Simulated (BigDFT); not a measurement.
Set-up for a self-consistent single point of Si(Cl)2(I)(NMe2) (C2H6Cl2INSi).

```xyz
13

C     -0.6747     1.0982     0.6684
N     -0.0458     0.1530    -0.1596
C     -1.0946    -0.8253    -0.6476
Si     1.5809    -0.1846    -0.2469
Cl     2.5613     1.5588    -0.1484
Cl     1.9438    -1.1662    -1.9003
I      2.2396    -1.5851     1.6528
H     -0.9746     0.6772     1.6346
H     -1.5540     1.5772     0.2596
H      0.0776     1.9443     0.8690
H     -1.9344    -0.3762    -1.0352
H     -1.4492    -1.4151     0.2604
H     -0.7166    -1.4572    -1.3052
```

Method: BigDFT 1.9.6 with PBE, Daubechies wavelet basis, HGH (Krack) norm-conserving potentials made for PBE, isolated boundary conditions.

BigDFT settings:

```
key                                value
-------------------  -------------------
basis                Daubechies wavelets
dft.hgrids                     0.33 bohr
dft.rmult                            5 8
dft.ixc                              PBE
potentials            built-in HGH-K PBE
boundary_conditions                 free
dft.gnrm_cv                        1e-05
dft.itermax                           80
dft.idsx                               6
dft.nrepmax                            3
```

Results:

* **Number of valence electrons**: 44
* **Number of orbitals**: 22
* **Size of the basis**: 287277
* **Number of SCF iterations**: 21
* **Grid steps along x, y, z**: 69 × 63 × 61
* **Total energy**: -1915.2101 eV
* **Largest force (vector length)**: 5.610 eV/Å
* **Dipole moment**: 2.17 D
* **Highest occupied level**: -5.65 eV

Forces (eV/Å):
```
atom      Fx      Fy      Fz
----  ------  ------  ------
C1     1.608   2.317   1.697
N2    -2.395  -1.279  -1.993
C3     0.976   1.115   5.410
Si4   -0.236   0.158   1.400
Cl5    0.618   0.650   0.014
Cl6    0.511  -0.875  -1.534
I7     0.196  -0.119   0.168
H8    -0.052  -0.121   0.381
H9    -0.441   0.073  -0.642
H10   -1.003  -0.875   0.038
H11   -1.898   1.654  -1.043
H12    0.254   0.324  -0.778
H13    1.860  -3.022  -3.120
```

The grid can part forces that symmetry would make equal. Forces above 1 eV/Å remain at this geometry. The geometry comes from a cheaper method or was typed, in some cases with atoms then moved at random; it is not relaxed at this level, and the species need not be a known compound. A coarse multiplier of 5 or less cuts the tails of heavy atoms' orbitals, which raises levels.

Cost on one core: very roughly 4 core-minutes.
